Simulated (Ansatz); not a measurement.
## Structure relaxation, GaCuSe2

The start is a generated trial cell of GaCuSe2 in the alpha-NaFeO2 structure type. Cell shape, volume and atoms are optimised at zero target pressure with PBE (plane waves to 420 eV, PAW, scalar-relativistic; Ansatz, a program for electronic structure). The first steps use a coarse 7×7×7 k-mesh.

Input geometry:
```yaml
crystal:
  lattice:
    - [1.81452, 1.04762, 6.58741]
    - [-1.81452, 1.04762, 6.58741]
    - [0.00000, -2.09523, 6.58741]
  atoms:
    - { symbol: Ga, position: [0.00000, 0.00000, 0.00000] }
    - { symbol: Cu, position: [0.50000, 0.50000, 0.50000] }
    - { symbol: Se, position: [0.26670, 0.26670, 0.26670] }
    - { symbol: Se, position: [0.73330, 0.73330, 0.73330] }
```

### Question
What pressure does the first self-consistent step give?

### Answer
+7 GPa (positive: the cell is compressed).

### Question
By how much does the energy per atom fall from start to end?

### Answer
0.25 eV/atom.

### Question
How do the shortest distances between atoms change?

### Answer
The closest pairs of elements (up to four, under 3.6 Å), start → end: Ga–Se 2.47 → 2.69 Å; Cu–Se 2.88 → 2.62 Å; Se–Se 3.37 → 3.66 Å.

### Question
What does it relax into? Give the structure.

### Answer

Space group R-3m, hexagonal axes (No. 166); a = b = 3.758 Å, c = 18.344 Å, α = β = 90.00°, γ = 120.00°

```json
[
 {"atom": "Ga", "site": "3a", "symmetry": "-3m", "x": "0.0000", "y": "0.0000", "z": "0.0000"},
 {"atom": "Cu", "site": "3b", "symmetry": "-3m", "x": "0.0000", "y": "0.0000", "z": "0.5000"},
 {"atom": "Se", "site": "6c", "symmetry": "3m", "x": "0.0000", "y": "0.0000", "z": "0.2471"}
]
```
(The calculation used a cell of 4 atoms; values per cell refer to that cell.)

The space group stays R-3m (No. 166) (the run could not lower it); the end is AFLOW prototype ABC2_hR4_166_a_b_c (F5_1, as in NaCrS2), with 4 atoms in the primitive cell. Final values are on a 15×15×15 k-mesh of the relaxed cell. No spin polarisation in the result.

The run could not lose the symmetry of its start, so the end can be a saddle point.

The relaxed structure here is a generated cell of GaCuSe2: the first start was made by placing the elements on the sites of a structure type, and the end was not matched to a known phase here, so it may be hypothetical. Known forms of GaCuSe2 include space group No. 122.
